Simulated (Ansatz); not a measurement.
MoN₂:
```
MoN2
1.0
    4.26435     0.00000     0.00000
    0.00000     4.26435     0.00000
    0.00000     0.00000     2.70718
Mo N
2 4
Direct
  0.50000   0.50000   0.00000
  0.00000   0.00000   0.00000
  0.88757   0.38757   0.50000
  0.11243   0.61243   0.50000
  0.61243   0.88757   0.50000
  0.38757   0.11243   0.50000
```

Relaxed with LDA.

**Question.** Which orbitals make up the states near the Fermi level in plane-wave PAW LDA (Ansatz code)?

**Answer.** Within 0.5 eV of the Fermi level: Mo 4d 62 %, N 2p 33 %. Projections are on Löwdin-orthogonalised atomic valence shells; empty p or d shells of many metals are not among them.

**Question.** Tabulate the density of states.

**Answer.** States/eV per cell of 6 atoms, in 0.25 eV bins, energy from the Fermi level.

```
E (eV)  total  Mo 4d  N 2p  N 2s
------  -----  -----  ----  ----
-7.85    1.80   0.36  1.27  0.11
-7.60    1.09   0.19  0.81  0.04
-7.35    1.27   0.24  0.92  0.06
-7.10    2.42   0.52  1.66  0.15
-6.85    2.59   0.56  1.79  0.16
-6.60    2.25   0.53  1.54  0.12
-6.35    2.71   0.63  1.88  0.13
-6.10    3.10   0.77  2.13  0.13
-5.85    3.11   0.83  2.09  0.12
-5.60    3.43   0.95  2.27  0.12
-5.35    2.75   0.75  1.82  0.10
-5.10    2.22   0.61  1.47  0.07
-4.85    1.94   0.68  1.14  0.04
-4.60    2.04   0.84  1.09  0.03
-4.35    2.44   1.09  1.23  0.04
-4.10    3.40   1.81  1.43  0.05
-3.85    3.18   1.81  1.22  0.06
-3.60    2.20   1.01  1.05  0.08
-3.35    1.85   0.71  1.00  0.09
-3.10    2.07   0.79  1.13  0.09
-2.85    2.62   0.98  1.43  0.12
-2.60    1.92   0.81  1.00  0.06
-2.35    2.45   1.09  1.24  0.06
-2.10    3.22   1.72  1.37  0.06
-1.85    2.40   1.47  0.85  0.04
-1.60    2.53   1.58  0.84  0.06
-1.35    2.88   1.93  0.83  0.06
-1.10    2.12   1.27  0.75  0.06
-0.85    1.99   1.24  0.66  0.05
-0.60    1.79   1.04  0.65  0.05
-0.35    1.80   1.05  0.66  0.05
-0.10    1.52   0.89  0.56  0.04
0.15     1.74   1.09  0.57  0.04
0.40     1.66   1.15  0.43  0.04
0.65     2.02   1.52  0.40  0.05
0.90     2.05   1.61  0.36  0.04
1.15     1.99   1.59  0.33  0.03
1.40     1.98   1.62  0.29  0.04
1.65     2.09   1.73  0.28  0.05
1.90     2.46   2.00  0.33  0.09
2.15     3.86   3.05  0.50  0.23
2.40     3.77   2.86  0.56  0.28
2.65     2.71   1.87  0.49  0.28
2.90     2.77   1.76  0.60  0.35
3.15     4.33   2.60  1.06  0.55
3.40     4.26   2.45  1.11  0.59
3.65     4.51   2.48  1.36  0.50
3.90     4.05   2.11  1.43  0.31
4.15     3.27   1.71  1.26  0.15
4.40     2.47   1.22  1.03  0.14
4.65     1.97   0.95  0.86  0.09
```

Space group P4/mbm. The workflow started from a Materials Project entry (that database holds measured and hypothetical structures alike); the Crystallography Open Database copy checked does not list it. Its standing as an ambient phase is unchecked. The cell was relaxed with LDA under the symmetry of its start; of distortions, only those at the zone centre were tested. The run is not spin-polarised. Scalar-relativistic: spin–orbit coupling is off unless named, which matters more the heavier the elements.

Potentials: the later of the program's two PAW sets.
